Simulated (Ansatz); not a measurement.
Input:

KHg2:
```
CELL_PARAMETERS angstrom
     -2.59579     4.00570     4.54674
      2.59579    -4.00570     4.54674
      2.59579     4.00570    -4.54674
ATOMIC_POSITIONS crystal
  K  0.69966 0.94966 0.75000
  K  0.30034 0.05034 0.25000
  Hg 0.28106 0.33714 0.94392
  Hg 0.71894 0.66286 0.05608
  Hg 0.89322 0.33714 0.55608
  Hg 0.10678 0.66286 0.44392
```

This is the r²SCAN-relaxed structure.

Q: All from DFT-r²SCAN in the program Ansatz with PAW potentials, unless another level is named. Predict the density of states at the Fermi level.

A: 0.55 states/eV per atom (mean over ±0.08 eV).

Q: Next, the formation energy from the elements (no fitted shifts)?

A: -0.29 eV/atom.

Space group Imma. The first step of the workflow began from a Materials Project structure, measured or hypothetical; the Crystallography Open Database files this formula in space group No. 74, but the cells were not matched. Its standing as an ambient phase is unchecked. Symmetry was held in the r²SCAN relaxation; its stability against distortions is not shown here. The references are the lowest solids computed at this level, not always the standard phases. Scalar-relativistic: spin–orbit coupling is off unless named, which matters more the heavier the elements.

Potentials: the later of the program's two PAW sets.
